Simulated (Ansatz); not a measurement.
# Structure relaxation, V

The start is a relaxed V cell, doubled along one cell vector, shaken by Gaussian noise of σ = 0.08 Å a coordinate. The cell and all atomic positions are relaxed at zero pressure with r2SCAN (plane waves to 500 eV, PAW, scalar-relativistic; Ansatz, a quantum-chemistry and plane-wave program). The first steps use a coarse 14×14×5 k-mesh.

Initial structure:
```yaml
crystal:
  lattice:
    - [-2.31841, 2.31841, 1.27983]
    - [2.31841, -2.31841, 1.27983]
    - [4.63682, 4.63682, -2.55965]
  atoms:
    - { symbol: V, position: [0.72958, 0.21952, 0.22813] }
    - { symbol: V, position: [0.77389, 0.27316, 0.73859] }
    - { symbol: V, position: [0.00586, 0.99092, 0.99944] }
    - { symbol: V, position: [0.98174, 0.03293, 0.50619] }
```

### Question
How much energy is released per atom?

### Answer
0.54 eV/atom.

### Question
How does the volume per atom move from start to end?

### Answer
-3.4 %, from 13.76 to 13.30 Å³/atom.

### Question
How do the shortest distances between atoms change?

### Answer
The closest pairs of elements (up to four, under 3.6 Å), start → end: V–V 2.19 → 2.42 Å.

### Question
What band gap does the relaxed structure have at this level?

### Answer
No gap (metallic).

### Question
Write out the relaxed structure.

### Answer

Space group R-3m, hexagonal axes (No. 166); a = b = 4.3608 Å, c = 2.4220 Å, α = β = 90.00°, γ = 120.00°

```tsv
atom	site	symmetry	x	y	z
V	3a	-3m	0.0000	0.0000	0.0000
```
(The calculation used a cell of 1 atom; values per cell refer to that cell.)

Final values are on a 23×23×23 k-mesh of the relaxed cell. The start holds a very short contact (V–V 2.19 Å). No spin polarisation in the result.

The relaxed structure here is a generated cell of V: the first start was made by placing the elements on the sites of a structure type, and the end was not matched to a known phase here, so it may be hypothetical. Known forms of V include space group No. 229.
